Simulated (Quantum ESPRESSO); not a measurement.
# Planted mistakes on one cell of Mo4S6Se2

Calculated results; nothing here was measured. They come from pw.x of Quantum ESPRESSO 7.5, a plane-wave density functional program, with PseudoDojo standard norm-conserving files (v0.5 for PBE, v0.4.1 for LDA and PBEsol). The cells are made up: elements, strain and atom displacements were drawn at random, and nothing was relaxed. There is no spin polarisation, spin-orbit coupling or dispersion term.

The cell has 12 sites of a 2H layered lattice (rectangular cell). Sites 1 to 4 hold Mo Mo Mo Mo; sites 5 to 12 hold S S S Se S S Se S. Cell vectors in Å: (3.193, -0.047, -0.023); (-0.081, 5.537, -0.001); (-0.091, -0.001, 12.535). Settings: PBE, cutoff 1170 eV, 7 x 4 x 2 k mesh shifted by half a step, Fermi-Dirac smearing of 0.025 eV.

The intended run has a self-consistency threshold of 1e-07 eV, a smearing term of 0.000 eV, a pressure of 9.91 GPa and 23 iterations. Each further run changes one thing: all lengths scaled by 0.9876; atoms of sites 5 and 8 exchanged; cutoff 806 eV; files of PBEsol; k mesh 2 x 2 x 2; one electron added; smearing 0.41 eV; threshold 0.1 eV. A coarse mesh keeps the shift, and a charged cell sits in a uniform background.

| run | change of free energy (eV) | smearing term -TS (eV) | change of P (GPa) | largest change of a force component (eV/Å) | iterations |
| --- | --- | --- | --- | --- | --- |
| A | -1.730 | 0.000 | -1.56 | 0.753 | 22 |
| B | -0.648 | -2.145 | 1.15 | 0.527 | 20 |
| C | 3.870 | 0.000 | -4.97 | 0.409 | 22 |
| D | 0.038 | 0.000 | 0.39 | 0.121 | 10 |
| E | -0.480 | 0.000 | -0.69 | 3.958 | 20 |
| F | 12.383 | -0.009 | 12.66 | 0.493 | 22 |
| G | 0.669 | 0.000 | 6.72 | 1.210 | 21 |
| H | 3.757 | 0.000 | -25.14 | 0.017 | 22 |

A rerun of the intended cell at 1467 eV and k mesh 9 x 6 x 4 moved values by no more than 0.002 eV in the cell's energy, 0.02 GPa in stress and 0.004 eV/Å in force.

Question: which change belongs to which run?

## Worked reading

Run D has the fewest iterations, as a run stopped early does. Run B has the largest smearing term, as wide smearing gives. Run H has a higher energy and the largest fall in pressure, as too small a basis gives. Run G changes the volume by a factor of 0.9633; minus its pressure change over the logarithm of that factor, 180 GPa, is a rough bulk modulus with clamped atoms. Energies from files of another functional, or of a charged cell, have another zero and say nothing on stability; the pressure of a charged cell rests on the program's zero of potential too.

## Key

```
run                            change
  A                  k mesh 2 x 2 x 2
  B                  smearing 0.41 eV
  C                   files of PBEsol
  D                  threshold 0.1 eV
  E  atoms of sites 5 and 8 exchanged
  F                one electron added
  G      all lengths scaled by 0.9876
  H                     cutoff 806 eV
```